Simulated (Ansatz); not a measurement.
Mg2ZnO3 in space group P-3m1 (No. 164; Mg on 2d, Zn on 1a, O on 2d, O on 1b), PBEsol in the plane-wave PAW code Ansatz, all energies at zero smearing, with the estimated change up to a 700 eV cutoff added, with one set of potentials and settings (totals compare only within such a set). Cell of 6 atoms (2 Mg, 1 Zn, 3 O): -8793.685 eV.

```tsv
element	reference phase	E (eV/atom)
Mg	P6_3/mmc, 2 atoms in the cell	-1912.0511
Zn	P6_3/mmc, 2 atoms in the cell	-3280.9077
O	C2/m, 4 atoms in the cell, spin-polarised	-558.3554
```

Formation energy per atom, worked out: (-8793.685 − 2×(-1912.0511) − 1×(-3280.9077) − 3×(-558.3554))/6 = -2.268 eV/atom (-219 kJ per mol of atoms), at 0 K, without zero-point energy or fitted corrections.

The workflow started from a Materials Project entry (that database holds measured and hypothetical structures alike); the Crystallography Open Database copy checked does not list it. With Mg and Zn taken as one species the cell has the higher symmetry Fm-3m, so it may be an ordered model of a mixed-site phase. Whether it is the stable phase at ambient conditions was not checked. Symmetry was held in the PBEsol relaxation; of distortions, only those at the zone centre were tested. The references are the lowest solids computed at this level, not always the standard phases (solids in place of the gases).

Potentials: the later of the program's two PAW sets.
